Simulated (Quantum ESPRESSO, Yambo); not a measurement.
**Quasiparticle gap of AlPO$_{4}$**

Space group P6₃mc (No. 186); a = 5.286 Å, b = 5.286 Å, c = 8.629 Å, α = 90.00°, β = 90.00°, γ = 120.00°

| atom | site | symmetry | x | y | z |
|---|---|---|---|---|---|
| O | 6c | .m. | 0.0215 | 0.5107 | 0.4954 |
| O | 2b | 3m. | 0.3333 | 0.6667 | 0.2616 |
| Al | 2b | 3m. | 0.3333 | 0.6667 | 0.0620 |
| P | 2b | 3m. | 0.3333 | 0.6667 | 0.4370 |

The geometry is that of Materials Project entry mp-545974, symmetrised and not relaxed again.

Starting point: norm-conserving LDA (Quantum ESPRESSO, 84 Ry, without SOC). G0W0 in Yambo: 3×3×1 Γ-centred k mesh, 297 bands and a 7 Ry block in the screening, 297 bands in G with the Bruneval-Gonze terminator, plasmon pole fitted at 27.2 eV.

```yaml
LDA gap along the band path: 5.34 eV
LDA gap between the mesh's edge points (Γ → Γ): 5.34 eV
G0W0 gap between the same points: 8.56 eV
```

| k point | band | E LDA (eV) | E QP (eV) | shift (eV) | Z |
|---|---|---|---|---|---|
| Γ | VB | 0.00 | -1.96 | -1.96 | 0.83 |
| Γ | CB | 5.34 | 6.60 | 1.26 | 0.90 |
| K | VB | -0.19 | -2.17 | -1.98 | 0.83 |
| K | CB | 7.87 | 9.11 | 1.25 | 0.90 |

Energies count from the LDA valence-band maximum.

Nearest settings tried, and what they do to the gap: 230 bands in W, 230 bands in G: -1 meV; 6 Ry block (361 vectors against 451): -55 meV; 3×3×2 mesh: +4 meV. So the settings aren't converged at that level.
